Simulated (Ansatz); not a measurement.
## RbTbSe2 in the NaFeO2-type structure

Level of theory: DFT, PBEsol, scalar-relativistic, collinear spin; plane waves to 420 eV with PAW datasets (Ansatz 0.2.0), Γ-centred 8×8×8 mesh, 0.05 eV Gaussian smearing. The datasets are Ansatz's generated set soft_2.

```
Rb Tb Se
1.0
     2.09790    1.21122    7.83830
    -2.09790    1.21122    7.83830
     0.00000   -2.42244    7.83830
Rb Tb Se
1 1 2
Direct
  0.50000 0.50000 0.50000
  0.00000 0.00000 0.00000
  0.26769 0.26769 0.26769
  0.73231 0.73231 0.73231
```

The start was a prototype's sites filled with these elements; the Crystallography Open Database holds the compound in this structure.

Magnetic state: ferromagnetic, site spin moments Tb 5.86 μB.

Cell and atoms are those of this level's equilibrium.

Path: Γ–T–H2 | H0–L–Γ–S0 | S2–F–Γ, with Γ = (0.000, 0.000, 0.000), T = (0.500, 0.500, 0.500), H2 = (0.817, 0.183, 0.500), H0 = (0.500, -0.183, 0.183), L = (0.500, 0.000, 0.000), S0 = (0.341, -0.341, 0.000), S2 = (0.659, 0.000, 0.341), F = (0.500, 0.000, 0.500) in reciprocal vectors of the calculation's cell.

Task: Is it a metal or an insulator, and if it has a gap, where are the band edges on this path?

Result: An insulator with a gap of 0.21 eV on the path, the valence band topping between H0 and L and the conduction band bottoming at L; the smallest direct gap is 0.22 eV.

Bands as a text map, energy in eV from the Fermi level (dashes), each leg drawn with the same width, + spin up, o spin down, # both:
```
  4.86 |  oo ++####o ####oo  ++++ +o#oo oo  ooo##++ooo##+##### 
  4.57 |oo ++   ++++#++++#+++ ooooo#  #o# oo#o+++  ++#ooo+ ++ o
  4.29 |###o   o # o+o    # ooooo#++#+###++#o+       +###o+o ##
  4.00 |  ++###+o o + oo  o#o +++ oo+o+ +oo+#o    ooooo##+##o+ 
  3.71 |        +o#+ +  oooo#+++++ oo+   ++#+ ooooo +++++# ++  
  3.43 |       o#o+   ##+++++#ooo##+#    o + #+++++++    +#oo  
  3.14 |     ##+o+   o+++++   +++  # o   +ooo+++++        +##  
  2.86 |oooo#ooooo  o+ooooo        +#+oooo#o#oooo          + oo
  2.57 |oo #    #ooo#o++++ o        +#oo+o ++++++o          ##o
  2.29 |++#+++++++#+++    ++o      oo#+++++      +o        o #+
  2.00 |##        +         +o   oo + ###         +o      o+++#
  1.71 |                     +ooo ++               +o    o+    
  1.43 |                      ++++                  +oooo+     
  1.14 |                                             ++++      
  0.86 |                                                       
  0.57 |ooooooooooooooooooooooooooooooooooooooooooooooooooooooo
  0.29 |   ooooooooooooooooooooooooooo   oooooooooooooooooooo  
  0.00 |-----------oooooooooooooooo--------oooooooooooooooo----
 -0.29 |ooooooooooo                oooooooo                oooo
 -0.57 |+++                           ++                      +
 -0.86 |   ++++++                    ++ ++                   + 
 -1.14 |###ooooo#++                ++#####++               ++##
 -1.43 |ooo++   o###+            +##ooooo##o#         ++++#oooo
 -1.71 |   oo+  +oo#o#    o#+#####o      o # #     ###ooo#  #  
 -2.00 |     o++o # #o###########   #     # # #######          
 -2.29 |ooooooooo#####  +######+#####oooooo####+++++#########oo
 -2.57 |++++++++#   +#   o#       #oo#+++#####    ##+####+# ##+
 -2.86 |         #    ###+ oooooooo#+     +##########++++###   
        Γ      T      HH       L       Γ       SS      F      Γ
```

Formal charges Rb⁺, Tb³⁺, Se²⁻ leave Tb³⁺ with an open 4f⁸ shell. A part-filled shell gives a gap only if something splits it: here exchange and the crystal field leave a filled sub-band, and the gap is 0.21 eV.

Semilocal functionals without a U place occupied f levels too high and empty ones too low, so gaps that touch them come out too small. These numbers lack spin–orbit coupling. The run wasn't fully tested for a lower electronic state. Site moments are of spin, integrated over atomic spheres. Only parallel moments were tried, so the real magnetic order may be another.

A lower state of the open shells can't be excluded, and forces and pressures are less sure for it.
